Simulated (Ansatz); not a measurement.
K₂Se:
```yaml
crystal:
  lattice:
    - [0.00000, 3.80556, 3.80556]
    - [3.80556, 0.00000, 3.80556]
    - [3.80556, 3.80556, 0.00000]
  atoms:
    - { symbol: K, position: [0.25000, 0.25000, 0.25000] }
    - { symbol: K, position: [0.75000, 0.75000, 0.75000] }
    - { symbol: Se, position: [0.00000, 0.00000, 0.00000] }
```

Relaxed with PBEsol.

Problem. Give the Bader charges and basin volumes of the independent atoms, plane-wave PAW PBEsol (Ansatz code).

Solution. 

```json
[
 {"atom": "K1", "Bader charge (e)": "+0.74", "Bader volume (Å³)": "24.8"},
 {"atom": "Se3", "Bader charge (e)": "-1.49", "Bader volume (Å³)": "54.0"}
]
```

Space group Fm-3m (anti-fluorite). The workflow started from a Materials Project entry (that database holds measured and hypothetical structures alike); the Crystallography Open Database files this formula in space group No. 225, but the cells were not matched. Its standing as an ambient phase is unchecked. The PBEsol relaxation kept the symmetry of its start; its stability against distortions is not shown here.

Potentials: the later of the program's two PAW sets.
